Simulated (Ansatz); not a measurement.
## Ansatz 0.2.0, settings compared: BaCrAs

The command:

```bash
ansatz run input.yaml --threads 1 --pin off --max-ram 2560MiB --backend cpu --events-out ev --progress --plain --runs-dir out
```

The input file (Ansatz 0.2.0, plane waves):

```yaml
crystal:
  lattice:
    - [7.588329, 0.0, 0.0]
    - [-3.794165, 6.571686, 0.0]
    - [0.0, 0.0, 3.900523]
  atoms:
    - { symbol: Cr, position: [0.2536, 0.0, 0.0] }
    - { symbol: Cr, position: [0.7464, 0.7464, 0.0] }
    - { symbol: Cr, position: [0.0, 0.2536, 0.0] }
    - { symbol: As, position: [0.3333, 0.6667, 0.0] }
    - { symbol: As, position: [0.6667, 0.3333, 0.0] }
    - { symbol: Ba, position: [0.5937, 0.0, 0.5] }
    - { symbol: Ba, position: [0.4063, 0.4063, 0.5] }
    - { symbol: Ba, position: [0.0, 0.5937, 0.5] }
    - { symbol: As, position: [0.0, 0.0, 0.5] }
  symmetry: { tolerance: 0.0003 }
kpoints:
  mp_grid: { grid: [3, 3, 5], shift: [0, 0, 0] }
magnetization:
  spin_polarized: false
scf:
  occupations: { method: methfessel_paxton, width: 0.1342 }
hamiltonian:
  pseudopotentials: { kind: paw }
  xc: pbe
basis:
  ecutwfc: 420
output:
  forces: true
  stress: true
  eigenvalues: true
```

Origin of the cell: a known structure type with other elements, at an estimated volume, so it need not be a known compound.

Output of this run (shortened):

```
Warning: the atoms were moved onto the symmetric positions of the space group found under crystal.symmetry.tolerance 3.0e-4 (fractional; no operation is sought that the atoms, as they stand i […]
Pseudopotentials: kind: paw
Pseudopotential: Cr, paw, valence charge 14, recommended cutoff 420 eV (normal), Cr.paw.azcp
Pseudopotential: As, paw, valence charge 15, recommended cutoff 420 eV (normal), As.paw.azcp
Pseudopotential: Ba, paw, valence charge 10, recommended cutoff 420 eV (normal), Ba.paw.azcp
Functional definition: PBE
  exchange = pbe_x(kappa = kappa, mu = beta*pi^2/3)
  correlation = pbe_c(beta = beta)
Crystal: 9 atoms, lattice volume = 194.512 Å³
Basis set: ecut = 420 eV, 3829 PW (Γ), exchange–correlation on 108×108×54 points (8 copies of the dense FFT grid, shifted against one another)
Bands: 71, of which v1, the nominal top of the filled ones, is band 59 counted from 1 (58 counted from 0)
Symmetry: 12 space group operations
[… 8 lines left out …]
Initial density: superposition of atomic densities (neutral atoms: chi_scale 0, normalization atom), corrected by the library's trained network
Functional: x = pbe(κ = 0.804, μ = 0.219515), c = pbe(β = 0.066725)
SCF iter   1: F=—  HF=-42545.532827 eV  Δρ=6.19e-3  dr2=3.90e-2
SCF iter   2: F=—  HF=-42545.530065 eV  S|Δr|=    0.00e0  Δρ=3.61e-3  dr2=1.21e-2
SCF iter   3: F=—  HF=-42545.530495 eV  S|Δr|=    0.00e0  Δρ=2.05e-3  dr2=4.32e-3
SCF iter   4: F=—  HF=-42545.529706 eV  S|Δr|=    0.00e0  Δρ=4.56e-4  dr2=4.86e-4
SCF iter   5: F=—  HF=-42545.529709 eV  S|Δr|=    0.00e0  Δρ=3.47e-4  dr2=1.01e-4
SCF iter   6: F=—  HF=-42545.529689 eV  S|Δr|=    0.00e0  Δρ=1.34e-4  dr2=2.62e-5
SCF iter   7: F=—  HF=-42545.529807 eV  S|Δr|=    0.00e0  Δρ=3.65e-5  dr2=3.90e-6
SCF iter   8: F=—  HF=-42545.529807 eV  S|Δr|=    0.00e0  Δρ=1.01e-5  dr2=2.33e-7
SCF iter   9: F=-42545.529807 eV  HF=-42545.529807 eV  S|Δr|=    0.00e0  Δρ=3.74e-6  dr2=4.23e-8
SCF 1 converged in 9 iterations: F = -42545.529807 eV  dr2 = 4.23e-8
SCF converged after 9 iterations
Stability not checked: this state was not tested for a lower state beside it, because cold or Methfessel-Paxton smearing, or corrected tetrahedra, fill the levels in a way that the test cannot read (fill_not_monotonic; […]
Free energy (F): -42545.529807 eV
Harris-Foulkes:  -42545.529807 eV  (|F-HF|=2.16e-8)
Internal energy: -42545.504672 eV  (E = F + TS)
E sigma→0 (E₀):  -42545.523523 eV
Entropy (-TS):   -0.025134 eV (-2.793 meV/atom)
Fermi energy:    12.711622 eV
--- Per-component energies (eV) ---
  E_band       = -1250.796995
  E_kinetic    = 1862.315106
  E_local      = -10958.263329  (includes V_loc(G=0)·N_el)
  E_nonlocal   = -1589.527105
  E_hartree    = 5379.909570
  E_xc         = -1163.608029
  E_vxc        = -1183.253756  (∫ρ·V_xc dr)
  E_paw        = -24776.684742  (= ΣΔE_a)
  E_vpaw       = -141.882636  (= ΣTr[D̂ρ^β])
  E_aug_tail   = 0.001141  (compensation charges beyond the density's cutoff)
  E_ewald      = -11299.647283
  E_smearing   = -0.025134  (= −TS)
  Σ components = -42545.529807   (vs F -42545.529807, Δ=0.00e0)
--- Forces (eV/Å), atoms counted from 1 ---
  atom   1  Cr    -1.086937    -0.000000     0.000000
  atom   2  Cr     0.543469     0.941315     0.000000
[… 2 lines left out …]
  atom   5  As    -0.000000    -0.000000     0.000000
  atom   6  Ba     0.292514     0.000000     0.000000
  atom   7  Ba    -0.146257    -0.253325     0.000000
  atom   8  Ba    -0.146257     0.253325     0.000000
  atom   9  As    -0.000000     0.000000     0.000000
  max |Σ_I F_I| component: 1.67e-16 eV/Å
--- Stress (GPa, compression-positive) ---
        3.888841       0.000000       0.000000
        0.000000       3.888841       0.000000
        0.000000       0.000000      10.354287
  P = ⅓ Tr σ = 6.0440 GPa (60.440 kbar)
```

The same input was run again with these changes:

1. `kpoints.mp_grid.shift` [0, 0, 0] → [0.5, 0.5, 0.5]
2. `hamiltonian.dispersion` default → d3bjatm
3. `basis.ecutwfc` 420 → "22.0 Ry"; `kpoints.mp_grid.shift` [0, 0, 0] → [0.5, 0.5, 0.5]; `scf.n_extra_bands` default → 16
4. `basis.ecutwfc` 420 → "18.4 Ry"; `basis.ecutrho_ratio` default → 8

```tsv
run	end	SCF iterations	P (GPa)	max force component (eV/Å)	moment (μB)	ΔE(σ→0) (meV/atom)
base	converged	9	6.04	1.087	–	0
1	converged	10	6.08	1.084	–	-1.98
2	converged	9	3.26	1.090	–	–
3	converged	11	5.99	1.097	–	103.98
4	converged	10	7.41	0.757	–	797.40
```

Energies are compared only where functional, datasets, charge and starting cell are the same.

Not properties of the system: run 3 (too coarse or loose: `basis.ecutwfc` = "22.0 Ry"), run 4 (too coarse or loose: `basis.ecutwfc` = "18.4 Ry").

Caveats of the base run: no spin polarisation, so a magnetic state may lie lower; the k mesh is coarse if the cell is a metal.

Run 1: the k mesh keeps only part of the crystal's symmetry.
Run 3: the cutoff lies below the datasets' advice; the k mesh keeps only part of the crystal's symmetry.
Run 4: the cutoff lies below the datasets' advice.

The base run ran for 13 s of wall time on 1 CPU thread(s) of a shared host, from the program's own first density.
